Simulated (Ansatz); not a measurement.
Au:
Space group Fd-3m, origin choice 1 (No. 227); a = 6.1644 Å, b = 6.1644 Å, c = 6.1644 Å, α = 90.00°, β = 90.00°, γ = 90.00°

| atom | site | symmetry | x | y | z |
|---|---|---|---|---|---|
| Au | 8b | -43m | 0.5000 | 0.5000 | 0.5000 |
(The calculation used a cell of 2 atoms; values per cell refer to that cell.)

This is the PBE-relaxed structure.

Q: All from PBE (plane waves, PAW; program Ansatz), unless another level is named. Estimate the density of states at the Fermi level.

A: 0.40 states/eV per atom (mean over ±0.08 eV).

Q: Give the gap with spin–orbit coupling.

A: none (metallic).

The start of the workflow was typed in or built on a structure type; neither database checked (COD, Materials Project) lists it. It is not the phase usual at ambient conditions (space group No. 225). The PBE relaxation kept the symmetry of its start; its stability against distortions is not shown here. Scalar-relativistic: spin–orbit coupling is off unless named, which matters more the heavier the elements.

Potentials: the later of the program's two PAW sets.
